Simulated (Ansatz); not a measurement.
**Relaxing a structure of Ni**

The start is a generated trial cell of Ni in the AFLOW prototype A_mP4_4_2a (as in Te). The cell and all atomic positions are relaxed at zero pressure with PBE (plane waves to 420 eV, PAW, scalar-relativistic; Ansatz, an electronic-structure program). The first steps use a coarse 14×6×9 k-mesh.

Starting cell:
```yaml
crystal:
  lattice:
    - [2.27429, 0.00000, 0.00000]
    - [0.00000, 5.50475, 0.00000]
    - [-0.16490, 0.00000, 3.48373]
  atoms:
    - { symbol: Ni, position: [0.25000, 0.73000, 0.48000] }
    - { symbol: Ni, position: [0.75000, 0.23000, 0.52000] }
    - { symbol: Ni, position: [0.48000, 0.50000, 0.02000] }
    - { symbol: Ni, position: [0.52000, 0.00000, 0.98000] }
```
Spin-polarised start, with parallel moments on Ni.

Q: What is the largest force in the starting geometry, and on which atom (counted from 1)?

A: 2.20 eV/Å, on Ni1, Ni2 (atoms numbered as listed).

Q: Does the structure survive the relaxation? Give the final space group.

A: The space group goes from P2₁ (No. 4) to Fm-3m (No. 225); the end is fcc (Cu type), with 1 atom in the primitive magnetic cell.

Q: How do the shortest distances between atoms change?

A: The closest pairs of elements (up to four, under 3.6 Å), start → end: Ni–Ni 2.13 → 2.49 Å.

Q: Is the relaxed structure metallic? Give its gap.

A: No gap (metallic).

Q: What does it relax into? Give the structure.

A: 
Space group Fm-3m (No. 225); a = b = c = 3.5187 Å, α = β = γ = 90.00°

```json
[
 {"atom": "Ni", "site": "4b", "symmetry": "m-3m", "x": "0.5000", "y": "0.5000", "z": "0.5000"}
]
```
(The calculation used a cell of 1 atom; values per cell refer to that cell.)

Final values are on a 23×23×23 k-mesh of the relaxed cell. Spin state reached: ferromagnetic (net 0.63 μB/atom), from parallel starting moments; other spin orders were not run from this start.

The run could not lose the symmetry of its start; a randomly shaken copy of 2 atoms returns to this structure.
